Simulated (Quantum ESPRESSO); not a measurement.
NGe6Ga, a curve over one atom's position

Computed values, not a measurement. The program is pw.x of Quantum ESPRESSO 7.5 (plane-wave density functional theory). The cell is made up: 8 atoms on a zincblende/diamond lattice, with randomly drawn elements, strain and displacements, not relaxed. PseudoDojo standard norm-conserving files (v0.5 for PBE, v0.4.1 for LDA and PBEsol) set the functional; there is no spin polarisation, spin-orbit coupling or dispersion term, and the masses in the input are unused placeholders.

Seven runs move atom 7 (Ge, counted in the order of the input) along z and keep all else fixed.

Input of the run at +0.0217:

```
&control calculation='scf', pseudo_dir='./dojo.nc.sr.pbe.v0_5.standard.upf', outdir='./o', disk_io='low', tprnfor=.true., tstress=.true. /
&system ibrav=0, nat=8, ntyp=3, nbnd=61, ecutwfc=84.00895049, nosym=.true., tot_charge=0,
 occupations='smearing', smearing='fd', degauss=0.0073498644
/
&electrons conv_thr=7.350e-09, electron_maxstep=60, /
ATOMIC_SPECIES
Ga 1.0 Ga.upf
Ge 1.0 Ge.upf
N 1.0 N.upf
CELL_PARAMETERS angstrom
5.8496 -0.0844 -0.069
-0.0844 5.8213 0.0245
-0.069 0.0245 5.7934
ATOMIC_POSITIONS angstrom
N -0.0421 0.019 -0.0669
Ge -0.1972 2.9313 2.8525
Ge 2.8484 -0.0597 3.0184
Ge 2.9493 2.7315 -0.0313
Ge 1.366 1.4996 1.4828
Ga 1.2629 4.3451 4.3748
Ge 4.3085 1.4883 4.3011
Ge 4.3659 4.2531 1.488
K_POINTS automatic
6 6 6 1 1 1
```

```
shift of atom 7 along z (Å)  free energy less that of the input shown (eV)  Fx on atom 7 (eV/Å)  Fy on atom 7 (eV/Å)  Fz on atom 7 (eV/Å)  pressure (GPa)  iterations
                    -0.0724                                         0.1040                0.373               -1.516                1.494           -4.88          11
                    +0.0217                                         0.0000                0.786               -1.780                0.713           -5.07          12
                    +0.0381                                        -0.0106                0.862               -1.833                0.576           -5.09          12
                    +0.0544                                        -0.0189                0.938               -1.888                0.440           -5.11          11
                    +0.1100                                        -0.0304                1.209               -2.092               -0.025           -5.13          11
                    +0.1357                                        -0.0270                1.339               -2.194               -0.238           -5.13          11
```

Question: one run is left out of the table, at +0.0794. Estimate its Fz on atom 7 (eV/Å).

Answer: 0.231. The whole row:

| shift of atom 7 along z (Å) | free energy less that of the input shown (eV) | Fx on atom 7 (eV/Å) | Fy on atom 7 (eV/Å) | Fz on atom 7 (eV/Å) | pressure (GPa) | iterations |
| --- | --- | --- | --- | --- | --- | --- |
| +0.0794 | -0.0272 | 1.058 | -1.977 | 0.231 | -5.13 | 11 |

A cubic fit gives dFz/dz = -8.34 eV/Å² at zero shift. Across the table the free energy follows the integral of the force to within 0.1 meV. A rerun of one of the cells at 1437 eV and a 8 x 8 x 8 mesh moved values by no more than 0.004 eV in energy, 0.02 GPa in stress and 0.004 eV/Å in force.